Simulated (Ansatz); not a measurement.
TiO2:
```
TiO2
1.0
    4.59693     0.00000     0.00000
    0.00000     4.59693     0.00000
    0.00000     0.00000     2.95356
Ti O
2 4
Direct
  0.00000   0.00000   0.00000
  0.50000   0.50000   0.50000
  0.30463   0.30463   0.00000
  0.80463   0.19537   0.50000
  0.19537   0.80463   0.50000
  0.69537   0.69537   0.00000
```

Tensor components refer to the Cartesian frame of this cell.

Task: Give the high-frequency dielectric tensor and the Born effective charge tensors of the independent atoms from DFPT, the program Ansatz at the r²SCAN level (PAW).

Result: 
ε∞:
```
6.59  0.00  0.00
0.00  6.59  0.00
0.00  0.00  7.82
```
Z* of atom 1 (Ti), rows: field, columns: displacement, in e:
```
6.16  0.96  0.00
0.96  6.16  0.00
0.00  0.00  7.48
```
Z* of atom 3 (O), rows: field, columns: displacement, in e:
```
-3.08  -1.73   0.00
-1.73  -3.08   0.00
 0.00   0.00  -3.74
```

Static charges for comparison (Bader): Ti1 +2.38, O3 -1.19 e. Born charges measure polarisation by displacement and can exceed these by far.

Space group P4_2/mnm (rutile). Symmetry was held in the r²SCAN relaxation. The run is not spin-polarised.

Potentials: the later of the program's two PAW sets.
